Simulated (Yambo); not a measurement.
# Convergence of the G0W0 gap of BeS

G0W0@LDA for BeS (zinc blende, space group F-43m, No. 216) in Yambo. Reference settings: 6×6×6 Γ-centred k mesh, bands 2 to 62 and a 10 Ry block in the screening, 62 bands in G with the Bruneval-Gonze terminator, plasmon pole fitted at 27.2 eV. The LDA gap Γ → X on this mesh is 2.83 eV; G0W0 gaps are taken between the same points.

| change from the reference | G0W0 gap Γ → X (eV) | shift of the valence edge (eV) | rough Yambo cost |
|---|---|---|---|
| reference settings | 4.56 | -1.17 | 1 |
| 22 bands in G | 4.58 | -1.16 | – |
| wavefunctions cut at 25 Ry | 4.57 | -1.17 | about 1/3 |
| no point-group symmetry | 4.54 | -1.14 | about 5× |
| 22 bands in G, no terminator | 4.40 | -0.64 | – |
| no terminator | 4.50 | -1.06 | – |

The reference isn't shown to be the converged limit. Costs are rough (shared machines), scaled to the same edge states, and given only for runs that recompute the screening.

Geometry relaxed with LDA; primitive cell a = b = c = 3.391 Å, α = β = γ = 60.00°.

A shift is the quasiparticle energy of the state minus its LDA energy.
